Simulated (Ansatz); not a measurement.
Cu Kα1 powder pattern (kinematic, no thermal factors).
2θ (°) (relative intensity): 18.52 (2), 26.30 (2), 32.36 (100), 37.54 (50), 42.17 (1), 54.13 (34), 64.49 (39), 67.74 (11), 80.11 (5), 89.05 (16)

The pattern is computed from a structure relaxed with DFT PBE, scalar-relativistic, plane waves, PAW (Ansatz). No spin polarisation. Its elements are In, Se.

Give the structure.

In$_{3}$Se.
Space group Pm-3m (No. 221). a = 4.788 Å, b = 4.788 Å, c = 4.788 Å, α = 90.00°, β = 90.00°, γ = 90.00°
```json
{"atom": "In", "site": "3c", "symmetry": "4/mm.m", "x": "0.0000", "y": "0.5000", "z": "0.5000"}
{"atom": "Se", "site": "1a", "symmetry": "m-3m", "x": "0.0000", "y": "0.0000", "z": "0.0000"}
```

A pattern alone doesn't exclude other cells with like lines; this is the one computed.

The cell was found from a structure generator's guess, not taken from experiment.
